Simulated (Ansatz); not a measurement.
# Notes on Li₃LaPb₂

```
Li La Pb
1.0
     4.71390    0.00000    0.00000
    -2.35695    4.08236    0.00000
     0.00000    0.00000    7.56379
Li La Pb
3 1 2
Direct
  0.33330 0.66670 0.64600
  0.66670 0.33330 0.35400
  0.00000 0.00000 0.50000
  0.00000 0.00000 0.00000
  0.33330 0.66670 0.25575
  0.66670 0.33330 0.74425
```

Level: PBE, no spin polarisation; 420 eV; 8×8×5 Γ-centred mesh; gaussian occupations (width 0.0318 eV); Ansatz 0.2.0, fixed geometry.

(1) What is the formation energy?

(2) Describe some of the short contacts.

(3) Where is the largest force?

(4) What does the stress say?

(5) Give the Bader charges.

(6) What happens at the Fermi level?

Origin: a known structure type with other elements, at an estimated volume, so it need not be a known compound. Caveats: f levels without a U or exact exchange are poorly placed.

## Answers

(1) -0.41 eV an atom against the elements' usual phases (free molecules for gases, crystals otherwise, with no correction for O₂ or N₂), so it is bound against them; other compounds may still compete. Relaxing would lower it.

(2) Li–Pb at 2.82 Å: least valence density 0.10 e/Å³ and ELF 0.08 there. Li–Li at 2.94 Å: least valence density 0.05 e/Å³ and ELF 0.05 there. La–Pb at 3.34 Å: least valence density 0.17 e/Å³ and ELF 0.25 there. Both are smooth PAW fields, read partly inside the augmentation spheres.

(3) The largest is on Pb5 (and as large on other atoms): 0.09 eV/Å, components (0.00, 0.00, 0.09). It makes 75° with the line to a nearest neighbour, Li2 at 2.82 Å.

(4) The pressure is 0.3 GPa (compression positive), so with the atoms held at these fractions the cell is close to zero pressure. The principal stresses -0.7, 0.7, 0.7 GPa differ, so its shape would change too.

(5) Bader charges in e: Li +0.82, La +1.25, Pb -1.86. In the mean La gives up most and Pb takes most.

(6) It is a metal, with about 4.1 states/eV a cell as the mean within 0.25 eV of the Fermi level, mostly Pb p (61 %) and La d (26 %).
